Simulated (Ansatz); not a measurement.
Ansatz (a quantum-chemistry and plane-wave program) input:

Ansatz 0.2 input:
```yaml
crystal:
  lattice:
    - [-2.9335482566, 2.9693602824, 4.3091413356]
    - [2.9335482566, -2.9693602824, 4.3091413356]
    - [2.9335482566, 2.9693602824, -4.3091413356]
  atoms:
    - { symbol: Ti, position: [0.5, 0.5, 0.0] }
    - { symbol: Ti, position: [0.0, 0.5, 0.5] }
    - { symbol: Zn, position: [0.888993204, 0.138993204, 0.75] }
    - { symbol: Zn, position: [0.111006796, 0.861006796, 0.25] }
    - { symbol: Zn, position: [0.5, 0.5, 0.5] }
    - { symbol: Zn, position: [0.5, 0.0, 0.0] }
    - { symbol: O, position: [0.2877016198, 0.274554859, 0.0131467608] }
    - { symbol: O, position: [0.7122983802, 0.725445141, 0.9868532392] }
    - { symbol: O, position: [0.7614080982, 0.274554859, 0.4868532392] }
    - { symbol: O, position: [0.2385919018, 0.725445141, 0.5131467608] }
    - { symbol: O, position: [0.7537929818, 0.279163718, 0.0253707362] }
    - { symbol: O, position: [0.2462070182, 0.720836282, 0.9746292638] }
    - { symbol: O, position: [0.7537929818, 0.7284222456, 0.4746292638] }
    - { symbol: O, position: [0.2462070182, 0.2715777544, 0.5253707362] }
kpoints:
  mp_grid: { grid: [6, 6, 6] }
basis: { xc_grid: 2 }
hamiltonian:
  xc: pbesol
  pseudopotentials: { kind: paw }
scf:
  occupations: { method: fixed }
output:
  optics: { e_range: [0.0, 15.0], de: 0.05, sigma: 0.1, bands: { spectra_wanted_up_to: 12 eV } }
```

Output (shortened):

```
output.optics: the spectra are integrated over the Brillouin zone by k·p interpolation around the k-points, where levels, occupations, output.optics.sigma and …
Pseudopotential: Ti, paw, valence charge 12
Pseudopotential: Zn, paw, valence charge 12
Pseudopotential: O, paw, valence charge 6
Functional definition: PBEsol
Crystal: 14 atoms, lattice volume = 150.144 Å³
Basis set: ecut = 420 eV, 2903 PW (Γ), exchange–correlation on 90×90×90 points (8 copies of the dense FFT grid, shifted against one another)
Bands: 74, of which v1, the nominal top of the filled ones, is band 60 counted from 1 (59 counted from 0)
Symmetry: 8 space group operations
Space group: Imma (ITA 74), of the structure as read, at distance tolerance 5.3e-5 Å
k-points: 46 of 216
SCF iter   1: F=—  HF=-22567.908736 eV  |F-HF|=—  |Δ(HF+E_count)|=         —  Δρ=1.62e-2  dr2=3.05e-1  ethr=1.77e-3  ⟨swp⟩=4.4  Hψ=12007  notcnv=0  defer=390
preconditioner: auto → Resta (q_TF=auto, 2.628 Å⁻¹)
SCF iter   2: F=—  HF=-22567.831858 eV  |F-HF|=—  |Δ(HF+E_count)|=   7.69e-2  Δρ=4.76e-3  dr2=4.66e-2  ethr=2.54e-4  ⟨swp⟩=2.7  Hψ=6325  notcnv=0  defer=544
SCF iter   3: F=—  HF=-22567.824273 eV  |F-HF|=—  |Δ(HF+E_count)|=   7.58e-3  Δρ=2.13e-3  dr2=6.82e-3  ethr=3.88e-5  ⟨swp⟩=2.8  Hψ=5828  notcnv=0  defer=531
SCF iter   4: F=—  HF=-22567.823348 eV  |F-HF|=—  |Δ(HF+E_count)|=   9.25e-4  Δρ=1.08e-3  dr2=2.07e-3  ethr=5.68e-6  ⟨swp⟩=3.0  Hψ=5213  notcnv=0  defer=551
SCF iter   5: F=—  HF=-22567.823065 eV  |F-HF|=—  |Δ(HF+E_count)|=   2.83e-4  Δρ=4.18e-4  dr2=2.87e-4  ethr=1.72e-6  ⟨swp⟩=2.0  Hψ=5245  notcnv=0  defer=543
SCF iter   6: F=—  HF=-22567.823009 eV  |F-HF|=—  |Δ(HF+E_count)|=   5.57e-5  Δρ=1.25e-4  dr2=2.45e-5  ethr=2.39e-7  ⟨swp⟩=2.0  Hψ=5026  notcnv=0  defer=344
SCF iter   7: F=—  HF=-22567.823018 eV  |F-HF|=—  |Δ(HF+E_count)|=   9.37e-6  Δρ=5.85e-5  dr2=4.65e-6  ethr=2.04e-8  ⟨swp⟩=2.0  Hψ=5258  notcnv=0  defer=344
SCF iter   8: F=—  HF=-22567.823157 eV  |F-HF|=—  |Δ(HF+E_count)|=   1.39e-4  Δρ=2.25e-5  dr2=9.13e-7  ethr=3.88e-9  ⟨swp⟩=2.0  Hψ=5365  notcnv=0  defer=344
SCF iter  15: F=-22567.823158 eV  HF=-22567.823158 eV  |F-HF|=0.00e0  |Δ(HF+E_count)|=  7.28e-12  Δρ=5.91e-8  dr2=5.60e-12  ethr=1.00e-12  ⟨swp⟩=10.1  Hψ=12022  notcnv=0
SCF 1 converged in 15 iterations: F = -22567.823158 eV  dr2 = 5.60e-12
NSCF: frozen V_eff on 46 k-points
Optics k sum: 0 of 46 k-points
Optics k sum: 3 of 46 k-points
Optics k sum: 5 of 46 k-points
Optics k sum: 7 of 46 k-points
Optics k sum: 10 of 46 k-points
Optics k sum: 12 of 46 k-points
Optics k sum: 14 of 46 k-points
Optics k sum: 17 of 46 k-points
Optics k sum: 19 of 46 k-points
Optics k sum: 21 of 46 k-points
Optics k sum: 23 of 46 k-points
Optics k sum: 26 of 46 k-points
Optics k sum: 28 of 46 k-points
Optics k sum: 30 of 46 k-points
Optics k sum: 33 of 46 k-points
Optics k sum: 35 of 46 k-points
Optics k sum: 37 of 46 k-points
Optics k sum: 40 of 46 k-points
Optics k sum: 42 of 46 k-points
Optics k sum: 44 of 46 k-points
Optics k sum: 46 of 46 k-points
Optics k sum: 0 of 46 k-points
Optics k sum: 3 of 46 k-points
Optics k sum: 5 of 46 k-points
Optics k sum: 7 of 46 k-points
Optics k sum: 10 of 46 k-points
Optics k sum: 12 of 46 k-points
Optics k sum: 14 of 46 k-points
Optics k sum: 17 of 46 k-points
Optics k sum: 19 of 46 k-points
Optics k sum: 21 of 46 k-points
Optics k sum: 23 of 46 k-points
Optics k sum: 26 of 46 k-points
Optics k sum: 28 of 46 k-points
Optics k sum: 30 of 46 k-points
Optics k sum: 33 of 46 k-points
Optics k sum: 35 of 46 k-points
Optics k sum: 37 of 46 k-points
Optics k sum: 40 of 46 k-points
Optics k sum: 42 of 46 k-points
Optics k sum: 44 of 46 k-points
Optics k sum: 46 of 46 k-points
NSCF: frozen V_eff on 1 k-points
NSCF: frozen V_eff on 1 k-points
NSCF: frozen V_eff on 1 k-points
NSCF: frozen V_eff on 1 k-points
output.optics: what the bands over the 105 summed would add to eps1, eps2 and the energy-loss function is held between a lower and an upper bound (9 Lanczos …
SCF converged after 15 iterations
Free energy (F): -22567.823158 eV
Harris-Foulkes:  -22567.823158 eV  (|F-HF|=0.00e0)
Internal energy: -22567.823158 eV  (E = F + TS)
E sigma→0 (E₀):  -22567.823158 eV
Fermi energy:    8.798835 eV
--- Per-component energies (eV) ---
  E_band       = -193.458517
  E_kinetic    = 2468.690898
  E_local      = -10901.188167  (includes V_loc(G=0)·N_el)
  E_nonlocal   = 2880.698812
  E_hartree    = 4397.535752
  E_xc         = -1317.688043
  E_vxc        = -1200.079817  (∫ρ·V_xc dr)
  E_paw        = -10442.453688  (= ΣΔE_a)
  E_vpaw       = -2236.670342  (= ΣTr[D̂ρ^β])
  E_aug_tail   = 0.018524  (compensation charges beyond the density's cutoff)
  E_ewald      = -9657.187738
  E_core_change = 3.750492  (= ΣΔE_core)
  E_smearing   =  0.000000  (= −TS)
  E_closure    = 0.000000  (closes the sum)
  Σ components = -22567.823158   (vs F -22567.823158, Δ=0.00e0)
  [band-id]    e_kinetic+e_local+e_nonlocal+2·e_hartree+e_vxc+e_vpaw+e_augmentation_tail = -193.458588   (vs E_band -193.458517, Δ=-7.09e-5)
--- Band table (eV; the first three rows and the last of 46) ---
  k-point 0: bands = ["-48.0962", "-48.0570", "-24.7682", "-24.4981", "-24.4492", "-24.4490", "-24.3956", "-24.3033", "-9.7669", "-8.7078", "-8.5962", "-8.3845", "-8.3356", "-8.2747", "-8.2323", "-8.1915", "1.3807", "2.2679", "2.6555", "2.9673", "3.0021", …
  k-point 1: bands = ["-48.0935", "-48.0596", "-24.7413", "-24.4914", "-24.4574", "-24.4458", "-24.4026", "-24.3274", "-9.6653", "-8.7065", "-8.5758", "-8.4654", "-8.3263", "-8.3221", "-8.2555", "-8.2112", "1.5601", "2.3799", "2.7639", "2.8469", "2.9528", …
  k-point 2: bands = ["-48.0864", "-48.0668", "-24.6682", "-24.4919", "-24.4729", "-24.4361", "-24.4216", "-24.3802", "-9.3923", "-8.7299", "-8.6433", "-8.5474", "-8.4100", "-8.3277", "-8.3012", "-8.2510", "1.9817", "2.6247", "2.6484", "2.9073", "2.9143", …
  k-point 45: bands = ["-48.0961", "-48.0570", "-24.7689", "-24.4987", "-24.4509", "-24.4484", "-24.3954", "-24.3031", "-9.2833", "-8.8269", "-8.6709", "-8.5784", "-8.5643", "-8.4041", "-8.3244", "-7.9682", "2.3190", "2.4381", "2.7398", "2.7749", "2.8352", …
```

Cost: very roughly 7 core-minutes on shared cores.

The workflow started from a Materials Project entry (that database holds measured and hypothetical structures alike); the Crystallography Open Database copy checked does not list it. COD files the formula under space group No. 95. Its standing as an ambient phase is unchecked. The PBEsol relaxation kept the symmetry of its start; phonons show weakly imaginary modes. No spin polarisation was allowed.

Potentials: the later of the program's two PAW sets.

Ansatz is a plane-wave DFT program.
